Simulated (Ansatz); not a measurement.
Given:

BaAlSi:
Space group P-6m2 (No. 187); a = b = 4.306 Å, c = 5.214 Å, α = β = 90.00°, γ = 120.00°

```json
[
 {"atom": "Ba", "site": "1a", "symmetry": "-6m2", "x": "0.0000", "y": "0.0000", "z": "0.0000"},
 {"atom": "Al", "site": "1f", "symmetry": "-6m2", "x": "0.6667", "y": "0.3333", "z": "0.5000"},
 {"atom": "Si", "site": "1d", "symmetry": "-6m2", "x": "0.3333", "y": "0.6667", "z": "0.5000"}
]
```

This is the r²SCAN-relaxed structure.

Q: All from DFT-r²SCAN in the program Ansatz with PAW potentials, unless another level is named. Estimate the electronic character.

A: metallic (no gap).

Q: Predict the density of states at the Fermi level.

A: 0.47 states/eV per atom (mean over ±0.08 eV).

The first step of the workflow began from a Materials Project structure, measured or hypothetical; the Crystallography Open Database copy checked does not list it. With Al and Si taken as one species the cell has the higher symmetry P6/mmm, so it may be an ordered model of a mixed-site phase. Its standing as an ambient phase is unchecked. The r²SCAN relaxation kept the symmetry of its start; its stability against distortions is not shown here. Spin–orbit coupling is left out wherever it is not named.

Potentials: the later of the program's two PAW sets.
